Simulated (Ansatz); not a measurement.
System: Tl₂Ga (fluorite prototype, strained and with displaced atoms), 3 atoms in the cell.

```yaml
crystal:
  lattice:
    - [-3.52621, 0.15660, 3.49978]
    - [-0.01922, 3.64484, 3.63715]
    - [-3.57166, 3.55292, 0.11114]
  atoms:
    - { symbol: Ga, position: [0.66766, 0.19929, 0.00716] }
    - { symbol: Tl, position: [0.79955, 0.50396, 0.29863] }
    - { symbol: Tl, position: [0.29062, 0.00229, 0.81640] }
```
Lattice in Å, positions in fractions of it.

Code and potentials: Ansatz all-electron LAPW. Settings of the plain PBE run: k-mesh 2×2×2 shifted by (0.5, 0.5, 0.5) steps; Fermi–Dirac smearing of 0.15 eV; no spin polarisation; no spin–orbit coupling.

One run gave:

| Quantity | Value |
| --- | --- |
| Pressure | 3.48 GPa |

```json
{"atom": "Ga1", "Fx (eV/Å)": "1.602", "Fy (eV/Å)": "1.532", "Fz (eV/Å)": "-1.407"}
{"atom": "Tl2", "Fx (eV/Å)": "-0.016", "Fy (eV/Å)": "-0.037", "Fz (eV/Å)": "0.054"}
{"atom": "Tl3", "Fx (eV/Å)": "-1.586", "Fy (eV/Å)": "-1.495", "Fz (eV/Å)": "1.352"}
```

Task: Which level of theory was it?
A. PBE
B. PBE with spin–orbit coupling

Result: B. All runs:

| level | pressure (GPa) | rms force (eV/Å) |
| --- | --- | --- |
| PBE | 3.92 | 2.280 |
| PBE with spin–orbit coupling | 3.48 | 2.119 |

The k-mesh is coarse, so these values belong to this mesh and can lie far from the converged ones. The elements were drawn onto a prototype; most such cells aren't known phases.
